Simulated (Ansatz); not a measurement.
Property card for NbBiF

The calculation used Ansatz, DFT PBE, scalar-relativistic, plane waves, PAW.

Settings: cutoff 420 eV, Γ-centred mesh 12×12×12 on the computed 3-atom cell, Gaussian smearing of 0.10 eV; no spin polarisation.

The structure is relaxed at this level of theory with its symmetry kept, and needn't be the ground state of this composition.

```
Nb Bi F
1.0
     3.93930    0.00000    0.00000
     0.00000    3.93930    0.00000
     0.00000    0.00000    4.01998
Nb Bi F
1 1 1
Direct
  0.00000 0.00000 0.00000
  0.50000 0.50000 0.50000
  0.00000 0.00000 0.50000
```

```json
{
 "Space group": "P4/mmm (No. 123)",
 "Volume per atom": "140.3 bohr³",
 "Formation energy from the elements' standard states (uncorrected)": "-0.191 eV/atom",
 "Kohn–Sham band gap": "none (metal)",
 "Density of states at the Fermi level": "6.0 states/eV per cell",
 "Orbital (Löwdin) character within 0.5 eV of the Fermi level": "Nb 4d 78 %, Bi 6p 12 %",
 "Bader charge by site (e)": "Nb (1 in the cell) 0.96, Bi (1 in the cell) -0.10, F (1 in the cell) -0.86"
}
```

Spin-orbit coupling is left out, which matters for the bands of heavy elements. Spin polarisation was left out, and a magnetic state may lie lower.

Another cell of NbBiF relaxed alike, in P4/mmm, lies 0.61 eV/atom lower, so this cell isn't the stable form at this level.

The cell was found from a structure generator's guess, not taken from experiment. Löwdin shares on free-atom orbitals overweight diffuse shells.
